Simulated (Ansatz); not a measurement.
Level of theory: DFT PBE, scalar-relativistic, plane waves, PAW (Ansatz). Settings of the last relaxation (6-atom cell): 420 eV, 10×10×10 k points, Gaussian smearing of 0.02 eV, no spin polarisation.

Formation energies are uncorrected and count from the elements' standard states at the same level.

Task: Suggest a trial structure for a tetragonal semiconductor that holds Al and 2 more elements, with a gap near 1.1 eV, a formation energy near −0.44 eV/atom and about 24 Å³ per atom, in a cell of 6 atoms. Its symmetry should be I-4m2 (No. 119).

Result: Al2GaAs3, space group I-4m2 (No. 119). Al has 4 As at 2.48 Å; Ga is surrounded by 4 As at 2.49 Å; As on a site of symmetry 2mm is surrounded by 2 Al at 2.48 Å and 2 Ga at 2.49 Å; As on a site of symmetry -4m2 is surrounded by 4 Al at 2.48 Å.

```cif
data_structure
_symmetry_space_group_name_H-M 'P 1'
_symmetry_Int_Tables_number 1
_cell_length_a 9.0637
_cell_length_b 9.0637
_cell_length_c 9.0637
_cell_angle_alpha 154.144
_cell_angle_beta 154.144
_cell_angle_gamma 36.890
_cell_volume 141.41
loop_
_atom_site_label
_atom_site_type_symbol
_atom_site_fract_x
_atom_site_fract_y
_atom_site_fract_z
_atom_site_occupancy
Al1 Al 0.66679 0.66679 0.00000 1
Al2 Al 0.33321 0.33321 0.00000 1
Ga1 Ga 0.00000 0.00000 0.00000 1
As1 As 0.91610 0.41610 0.50000 1
As2 As 0.25000 0.75000 0.50000 1
As3 As 0.58390 0.08390 0.50000 1
```

- Volume per atom: 23.57 Å³
- Density: 4.09 g/cm³
- Energy over the elements: −0.440 eV/atom
- Gap on the 10×10×10 mesh of the 6-atom cell: 1.11 eV

It was reached by relaxing an invented guess, and it needn't be the stable form of this composition. The answer needn't be unique; the calculation gave this one.

Kohn–Sham gaps at this level usually fall short of measured ones. The reference form of As is held partly by dispersion forces, which this level lacks. A later test with randomly moved atoms came back to the same energy, though modes that don't fit the test's cell weren't probed.
